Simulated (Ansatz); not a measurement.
A relaxation computed with Ansatz, from input to last step.

```yaml
crystal:
  lattice:
    - [-2.0152055213, 2.0152055213, 5.4451816444]
    - [2.0152055213, -2.0152055213, 5.4451816444]
    - [2.0152055213, 2.0152055213, -5.4451816444]
  atoms:
    - { symbol: Ga, position: [0.75, 0.25, 0.5] }
    - { symbol: Ga, position: [0.25, 0.75, 0.5] }
    - { symbol: Ga, position: [0.5, 0.5, 0.0] }
    - { symbol: Sb, position: [0.0, 0.0, 0.0] }
basis:
  ecutwfc: 500
kpoints:
  mp_grid: { grid: [14, 14, 14] }
hamiltonian:
  xc: r2scan
scf:
  occupations: { method: gaussian, width: 0.1 }
output:
  forces: true
  stress: true
  eigenvalues: true
  write_density: true
  write_potential: true
  elf: true
  volumetric_format: npy
relax:
  adjacent_minimum: "off"
  f_tol: 0.01
  max_steps: 30
  cell: { stress_tol: 0.1, fix: [volume] }
```

```bash
ansatz run input.yaml --threads 1 --pin off --max-ram 2560MiB --backend cpu --events-out ev --progress --plain --runs-dir out
```

All numbers below come from DFT r2SCAN, scalar-relativistic, plane waves, PAW (Ansatz).

The volume is held at 1.03 times that of the relaxed cell.

Of 5 frames 4 are shown, positions in Å and forces in eV/Å; the SCF threshold varies from step to step. Steps run on the plane waves of an earlier cell, with a Pulay correction in the pressure. The basis is chosen afresh for the last frame, the zero of the energies, and at times for earlier ones too; energy and pressure step there, also at an unchanged geometry.

```xyz
4
Lattice="-2.0152 2.0152 5.4452 2.0152 -2.0152 5.4452 2.0152 2.0152 -5.4452" Properties=species:S:1:pos:R:3:forces:R:3 pbc="T T T" step=1 free_energy_over_end_meV_per_atom=0.87 pressure_GPa=-1.42
Ga    0.0000    2.0152    2.7226    0.0000    0.0000    0.0000
Ga    2.0152    0.0000    2.7226    0.0000    0.0000    0.0000
Ga    0.0000    0.0000    5.4452    0.0000    0.0000    0.0000
Sb    0.0000    0.0000    0.0000    0.0000    0.0000    0.0000
4
Lattice="-2.0102 2.0102 5.4722 2.0102 -2.0102 5.4722 2.0102 2.0102 -5.4722" Properties=species:S:1:pos:R:3:forces:R:3 pbc="T T T" step=2 free_energy_over_end_meV_per_atom=0.52 pressure_GPa=-1.33
Ga    0.0000    2.0102    2.7361    0.0000    0.0000    0.0000
Ga    2.0102    0.0000    2.7361    0.0000    0.0000    0.0000
Ga    0.0000    0.0000    5.4722    0.0000    0.0000    0.0000
Sb    0.0000    0.0000    0.0000    0.0000    0.0000    0.0000
4
Lattice="-1.9910 1.9910 5.5783 1.9910 -1.9910 5.5783 1.9910 1.9910 -5.5783" Properties=species:S:1:pos:R:3:forces:R:3 pbc="T T T" step=3 free_energy_over_end_meV_per_atom=0.12 pressure_GPa=-0.86
Ga    0.0000    1.9910    2.7892    0.0000    0.0000    0.0000
Ga    1.9910    0.0000    2.7892    0.0000    0.0000    0.0000
Ga    0.0000    0.0000    5.5783    0.0000    0.0000    0.0000
Sb    0.0000    0.0000    0.0000    0.0000    0.0000    0.0000
4
Lattice="-1.9968 1.9968 5.5462 1.9968 -1.9968 5.5462 1.9968 1.9968 -5.5462" Properties=species:S:1:pos:R:3:forces:R:3 pbc="T T T" step=5 free_energy_over_end_meV_per_atom=0.00 pressure_GPa=-1.01
Ga    0.0000    1.9968    2.7731    0.0000    0.0000    0.0000
Ga    1.9968    0.0000    2.7731    0.0000    0.0000    0.0000
Ga    0.0000    0.0000    5.5462    0.0000    0.0000    0.0000
Sb    0.0000    0.0000    0.0000    0.0000    0.0000    0.0000
```

It took 3.7 min on 1 thread of Intel(R) Xeon(R) 6975P-C (Granite Rapids) (shared host), peak memory 1.4 GiB.